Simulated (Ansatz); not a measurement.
The cell below belongs to a search over invented structures; it isn't taken from experiment.

Input and command of a plane-wave DFT calculation in Ansatz:

```yaml
crystal:
  lattice:
    - [5.4529834567, 0.0, 0.0]
    - [0.0, 5.4529834567, 0.0]
    - [0.0, 0.0, 2.8903357682]
  atoms:
    - { symbol: Si, position: [0.2728283974, 0.7271716026, 0.5] }
    - { symbol: Si, position: [0.7271716026, 0.2728283974, 0.5] }
    - { symbol: Si, position: [0.2728283974, 0.2728283974, 0.5] }
    - { symbol: Si, position: [0.7271716026, 0.7271716026, 0.5] }
    - { symbol: Ru, position: [0.0, 0.0, 0.0] }
basis:
  ecutwfc: 420
kpoints:
  mp_grid: { grid: [6, 6, 12] }
hamiltonian:
  xc: pbe
scf:
  occupations: { method: gaussian, width: 0.1 }
output:
  forces: true
  stress: true
  eigenvalues: true
relax:
  adjacent_minimum: "off"
  f_tol: 0.01
  max_steps: 30
  cell: { stress_tol: 0.1, fix: [volume] }
```

```bash
ansatz run input.yaml --threads 1 --pin off --max-ram 2560MiB --backend cpu --events-out ev --progress --plain --runs-dir out
```

Processor: Intel(R) Xeon(R) Processor @ 2.50GHz (Skylake/Cascade Lake), 1 thread, on a host shared with other jobs.

Task: How long does it run, and how much memory does it take?

Result: About 61 s, peak memory 0.45 GiB. It solves 21 bands at 70 k points (after reduction by symmetry) with about 1685 plane waves, in 26 SCF iterations over 4 ionic steps.
